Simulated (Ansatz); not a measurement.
The numbers come from plane-wave PAW DFT (Ansatz): r2SCAN, no spin polarisation, 500 eV, 6×6×5 Γ-centred k points, fermi-dirac occupations (width 0.034 eV). Nothing was relaxed.

Computed maps in the lattice plane spanned by a (left to right, 7.34 Å, 22 points from zero) and b (bottom to top, 7.34 Å, 22 points from zero), 60° apart, at height 0.250 along c. The fields are smooth PAW ones with compensation charges, not the true ones near nuclei.

Valence density. Digits on a logarithmic scale: 0 up to 0.03 e/Å³, each further digit a factor of 1.6, 9 from 1.3 e/Å³ up:
```
5554444433222233444445
5554433223344433223344
5665432223456654322234
6888643223567776532234
7999974223578998753224
7999997423579999975324
6999999633468999986433
4799999743357999997533
3579999753246799997642
2356888653224678987642
1234566543212456776542
2222344432222234555432
3332222222233333333333
4554322222345543222223
6776542222456776422224
7999864222468999743234
7999986422468999974334
6999998532358999996444
5899999642246999998544
5689999753235799998655
5568999753223579998655
5555677643212346776555
```

The cell is Tl₃IrI. Which atoms lie within 0.2 Å of this plane, and where (fractions of a and b)?

Tl at (0.16, 0.16), Tl at (0.68, 0.16), Tl at (0.16, 0.68), I at (0.67, 0.67). The whole cell:
```
Tl I Ir
1.0
     3.67123    6.35876    0.00000
    -3.67123    6.35876    0.00000
     0.00000    0.00000    6.53411
Tl I Ir
6 2 2
Cartesian
  0.0000 2.0447 1.6335
  1.9004 7.3811 4.9006
  1.9004 5.3364 1.6335
  0.0000 10.6728 4.9006
  -1.9004 5.3364 1.6335
  -1.9004 7.3811 4.9006
  0.0000 8.4783 1.6335
  0.0000 4.2392 4.9006
  0.0000 0.0000 0.0000
  0.0000 0.0000 3.2671
```

Origin: a known structure type with other elements, at an estimated volume, so it need not be a known compound. Caveats: atoms or cell far from equilibrium.
